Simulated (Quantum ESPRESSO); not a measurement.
# W3Pt3MoTi: input and log of a self-consistent run

A calculation, not a measurement. The program is pw.x of Quantum ESPRESSO 7.5 (plane-wave density functional theory). The cell is made up: eight metal atoms on a face-centred cubic lattice, with elements, volume, strain and displacements drawn at random and not relaxed, so it may be unstable or far from any real phase. PseudoDojo standard norm-conserving files set the functional (PBE unless stated); there is no spin polarisation or spin-orbit coupling, the Fermi-Dirac width of 0.25 eV means electrons at about 2900 K, and the masses in the input are unused placeholders. Heavy elements are run without spin-orbit coupling, which real alloys of them have. A spin test at this wide smearing found no moment, but such smearing suppresses magnetism that the real alloy may have.

Input:

```
&control calculation='scf', pseudo_dir='./dojo.nc.sr.pbe.v0_5.standard.upf', outdir='./o', disk_io='minimal', tprnfor=.true., tstress=.true. /
&system ibrav=0, nat=8, ntyp=4, nbnd=79, ecutwfc=84.00895049, nosym=.true., tot_charge=0,
 occupations='smearing', smearing='fd', degauss=0.0183746611
/
&electrons conv_thr=1.470e-08, electron_maxstep=70, mixing_beta=0.5 /
ATOMIC_SPECIES
Mo 1.0 Mo.upf
Pt 1.0 Pt.upf
Ti 1.0 Ti.upf
W 1.0 W.upf
CELL_PARAMETERS angstrom
0.0 3.9325 3.9325
3.9325 0.0 3.9325
3.9325 3.9325 0.0
ATOMIC_POSITIONS angstrom
W 0.0704 0.0263 -0.0381
Pt 1.9769 1.8625 0.0667
W 1.9228 -0.0059 1.9924
Pt 3.9456 2.0781 1.9796
Mo -0.0743 1.941 2.0666
Pt 1.9869 3.9075 1.9902
W 1.9539 1.9885 3.9363
Ti 3.884 3.8779 3.9356
K_POINTS automatic
5 5 5 1 1 1
```

The log is shortened where brackets say so; the opening notice, blank lines, dates and the lines on written files are dropped, and the path of the files is cut. It prints rydbergs, bohrs and kilobars, and counts compression as positive stress. Its total energy is the free energy E - TS of the whole cell.

```
     Program PWSCF v.7.5
     Parallel version (MPI & OpenMP), running on       4 processor cores
     Number of MPI processes:                 4
     Threads/MPI process:                     1
     [start-up lines left out]
     bravais-lattice index     =            0
     lattice parameter (alat)  =      10.5095  a.u.
     unit-cell volume          =     820.7914 (a.u.)^3
     number of atoms/cell      =            8
     number of atomic types    =            4
     number of electrons       =       122.00
     number of Kohn-Sham states=           79
     kinetic-energy cutoff     =      84.0090  Ry
     charge density cutoff     =     336.0358  Ry
     scf convergence threshold =      1.5E-08
     mixing beta               =       0.5000
     number of iterations used =            8  plain     mixing
     Exchange-correlation= PBE
                           (   1   4   3   4   0   0   0)
     [axes and pseudopotential details left out]
   Cartesian axes
     site n.     atom                  positions (alat units)
         1        W      tau(   1) = (   0.0126587   0.0047290  -0.0068508  )
         2        Pt     tau(   2) = (   0.3554684   0.3348980   0.0119934  )
         3        W      tau(   3) = (   0.3457406  -0.0010609   0.3582554  )
         4        Pt     tau(   4) = (   0.7094623   0.3736653   0.3559539  )
         5        Mo     tau(   5) = (  -0.0133600   0.3490132   0.3715974  )
         6        Pt     tau(   6) = (   0.3572665   0.7026115   0.3578599  )
         7        W      tau(   7) = (   0.3513327   0.3575542   0.7077901  )
         8        Ti     tau(   8) = (   0.6983859   0.6972891   0.7076642  )
     number of k points=    63  Fermi-Dirac smearing, width (Ry)=  0.0184
                       cart. coord. in units 2pi/alat
        k(    1) = (   0.0707107   0.0707107   0.0707107), wk =   0.0320000
        k(    2) = (   0.2121320   0.2121320  -0.0707107), wk =   0.0320000
     [further k points left out]
     Dense  grid:    85515 G-vectors     FFT dimensions: (  64,  64,  64)
     Estimated max dynamical RAM per process >     384.24 MB
     Estimated total dynamical RAM >       1.44 GB
     Initial potential from superposition of free atoms
     starting charge     121.9950, renormalised to     122.0000
     Starting wfcs are   80 randomized atomic wfcs
     total cpu time spent up to now is        8.3 secs
     per-process dynamical memory:   306.1 Mb
     Self-consistent Calculation
     iteration #  1     ecut=    84.01 Ry     beta= 0.50
     Davidson diagonalization with overlap
     ethr =  1.00E-02,  avg # of iterations =  4.2
     total cpu time spent up to now is       31.2 secs
     total energy              =   -1495.67053059 Ry
     estimated scf accuracy    <       4.27166314 Ry
     iteration #  2     ecut=    84.01 Ry     beta= 0.50
     Davidson diagonalization with overlap
     ethr =  3.50E-03,  avg # of iterations =  3.0
     total cpu time spent up to now is       53.3 secs
     total energy              =   -1496.49349706 Ry
     estimated scf accuracy    <      16.68316212 Ry
     iteration #  3     ecut=    84.01 Ry     beta= 0.50
     Davidson diagonalization with overlap
     ethr =  3.50E-03,  avg # of iterations =  2.0
     total cpu time spent up to now is       72.7 secs
     total energy              =   -1497.89857222 Ry
     estimated scf accuracy    <       2.30404888 Ry
     iteration #  4     ecut=    84.01 Ry     beta= 0.50
     Davidson diagonalization with overlap
     ethr =  1.89E-03,  avg # of iterations =  1.6
     total cpu time spent up to now is       90.2 secs
     total energy              =   -1497.99479807 Ry
     estimated scf accuracy    <       0.28532808 Ry
     iteration #  5     ecut=    84.01 Ry     beta= 0.50
     Davidson diagonalization with overlap
     ethr =  2.34E-04,  avg # of iterations =  6.1
     total cpu time spent up to now is      114.4 secs
     total energy              =   -1498.02858242 Ry
     estimated scf accuracy    <       0.22280296 Ry
     [iterations 6 to 13 left out]
     iteration # 14     ecut=    84.01 Ry     beta= 0.50
     Davidson diagonalization with overlap
     ethr =  4.92E-10,  avg # of iterations =  3.9
     total cpu time spent up to now is      294.0 secs
     total energy              =   -1498.05124840 Ry
     estimated scf accuracy    <       0.00000011 Ry
     iteration # 15     ecut=    84.01 Ry     beta= 0.50
     Davidson diagonalization with overlap
     ethr =  8.95E-11,  avg # of iterations =  2.3
     total cpu time spent up to now is      314.5 secs
     total energy              =   -1498.05124840 Ry
     estimated scf accuracy    <       0.00000032 Ry
     iteration # 16     ecut=    84.01 Ry     beta= 0.50
     Davidson diagonalization with overlap
     ethr =  8.95E-11,  avg # of iterations =  2.0
     total cpu time spent up to now is      333.3 secs
     total energy              =   -1498.05124843 Ry
     estimated scf accuracy    <       0.00000002 Ry
     iteration # 17     ecut=    84.01 Ry     beta= 0.50
     Davidson diagonalization with overlap
     ethr =  1.85E-11,  avg # of iterations =  2.0
     total cpu time spent up to now is      354.7 secs
     total energy              =   -1498.05124843 Ry
     estimated scf accuracy    <       0.00000004 Ry
     iteration # 18     ecut=    84.01 Ry     beta= 0.50
     Davidson diagonalization with overlap
     ethr =  1.85E-11,  avg # of iterations =  1.0
     total cpu time spent up to now is      373.4 secs
     End of self-consistent calculation
     [lines on levels left out]
!    total energy              =   -1498.05124843 Ry
     estimated scf accuracy    <          1.6E-09 Ry
     smearing contrib. (-TS)   =      -0.10432017 Ry
     internal energy E=F+TS    =   -1497.94692827 Ry
     The total energy is F=E-TS. E is the sum of the following terms:
     one-electron contribution =    -275.47056357 Ry
     hartree contribution      =     214.24839134 Ry
     xc contribution           =    -280.53063934 Ry
     ewald contribution        =   -1156.19411670 Ry
     convergence has been achieved in  18 iterations
     Forces acting on atoms (cartesian axes, Ry/au):
     atom    1 type  4   force =    -0.04795573   -0.00179021    0.01612341
     atom    2 type  2   force =    -0.00885069    0.04536751   -0.01205686
     atom    3 type  4   force =     0.02879804    0.01281317    0.01580832
     atom    4 type  2   force =    -0.00302354   -0.05435995   -0.00186727
     atom    5 type  1   force =     0.02265563    0.01240335   -0.03480723
     atom    6 type  2   force =    -0.02175201    0.01341933   -0.02269025
     atom    7 type  4   force =     0.00392602   -0.03512371    0.00339782
     atom    8 type  3   force =     0.02620228    0.00727051    0.03609206
     Total force =     0.124118     Total SCF correction =     0.000073
     Computing stress (Cartesian axis) and pressure
          total   stress  (Ry/bohr**3)                   (kbar)     P=      124.44
   0.00089392   0.00028633  -0.00026293          131.50       42.12      -38.68
   0.00028633   0.00085699  -0.00020910           42.12      126.07      -30.76
  -0.00026293  -0.00020910   0.00078680          -38.68      -30.76      115.74
     init_run     :      7.99s CPU      8.27s WALL (       1 calls)
     electrons    :    359.28s CPU    365.09s WALL (       1 calls)
     forces       :      3.00s CPU      3.02s WALL (       1 calls)
     stress       :     10.38s CPU     10.61s WALL (       1 calls)
     [timing details left out]
     PWSCF        :   6m20.73s CPU   6m27.08s WALL
     JOB DONE.
```

In other units: free energy -20382.026 eV for the cell, pressure 12.44 GPa, largest force component 1.398 eV/Å in size. The run took 389 s of wall time with four MPI processes on a shared machine (Intel Xeon, 2023 or later, virtual cores), so the time is rough. A rerun of this cell at a higher cutoff and on a denser mesh moved values by no more than 0.005 eV in energy, 0.05 GPa in stress and 0.005 eV/Å in force, and a second program with other atomic files agreed on that cell to 2 % rms in force and 0.5 GPa in pressure.